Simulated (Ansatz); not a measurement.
Trial structure of SiSeF2, not yet relaxed:

```
Si Se F
1.0
     2.90859   -3.15789    0.00000
     2.90859    3.15789    0.00000
     0.00000    0.00000    4.10651
Si Se F
1 1 2
Direct
  0.00000 0.00000 0.00000
  0.50000 0.50000 0.50000
  0.84612 0.15388 0.50000
  0.15388 0.84612 0.50000
```

All numbers below come from DFT PBE, scalar-relativistic, plane waves, PAW (Ansatz). Plane waves to 420 eV, a k mesh through Γ of 4×4×4 on the computed 4-atom cell and Gaussian smearing (0.10 eV); no spin polarisation.

The zero of energy is the elements' standard structures at the same level (F₂ as a molecule); no fitted shifts are applied.

Question: How far from equilibrium is it?

Answer: The pressure is -0.6 GPa (the mean over three directions, positive in compression), the largest force is 3.72 eV/Å, and the energy is −0.31 eV/atom against the elements. The shortest distance is 1.94 Å.

Question: Is it a good guess?

Answer: A rough one: relaxing gains about 0.74 eV/atom (the start's value is from the coarse mesh, so the gain is rough) in 55 ionic steps and ends at −1.05 eV/atom on the finer mesh. The symmetry stays Cmmm (No. 65). The volume per atom grows by 6.4 %, from 18.9 to 20.1 Å³. The shortest distance goes from 1.94 Å (F–F) to 1.91 Å (Si–F). Conventional cell: a = 5.155 Å, b = 11.188 Å, c = 2.783 Å. Si has 4 F at 1.91 Å, 2 Si at 2.78 Å and 4 Se at 2.93 Å; Se is surrounded by 2 Se at 2.78 Å, 4 F at 2.89 Å and 4 Si at 2.93 Å; around F lie 2 Si at 1.91 Å, 1 F at 2.62 Å, 2 F at 2.78 Å and 2 Se at 2.89 Å.

The last run used a 10×10×16 mesh (in the run's order of axes) for its 4-atom cell and Gaussian smearing of 0.10 eV. No dispersion correction is applied, so the spacing and binding between layers, chains or molecules are poorly described. The reference form of Se is held partly by dispersion forces, which this level lacks. The relaxation can't lower the symmetry of the start, and the grade says only how near the guess is to its own end. A structure relaxed within its symmetry needn't be a true minimum. Another cell of SiSeF2 relaxed alike, in P6/mmm, lies 255 meV/atom lower, so this cell isn't the stable form at this level.
